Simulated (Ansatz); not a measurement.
Input:

NiGe:
Space group Pm-3m (No. 221); a = b = c = 2.936 Å, α = β = γ = 90.00°

```csv
atom,site,symmetry,x,y,z
Ni,1a,m-3m,0.0000,0.0000,0.0000
Ge,1b,m-3m,0.5000,0.5000,0.5000
```

This is the r²SCAN-relaxed structure.

Task: All from r²SCAN in the plane-wave PAW code Ansatz, unless another level is named. Predict the electronic character.

Result: metallic (no gap).

Task: Next, the formation energy from the elements (no fitted shifts)?

Result: 0.043 eV/atom.

Task: Predict the density of states at the Fermi level.

Result: 0.46 states/eV per atom (mean over ±0.08 eV).

Task: What about the gap with spin–orbit coupling?

Result: none (metallic).

The cell is a constructed one: a structure type filled with these elements; neither database checked (COD, Materials Project) lists it. COD files the formula under space group No. 62, so this cell is another polymorph or a model. Its standing as an ambient phase is unchecked. Symmetry was held in the r²SCAN relaxation; whether a distortion lowers the energy is not shown. The workflow began spin-polarised and lost its moments. The references are the lowest solids computed at this level, not always the standard phases. Spin–orbit coupling is left out wherever it is not named.

Potentials: the earlier of the program's two PAW sets.
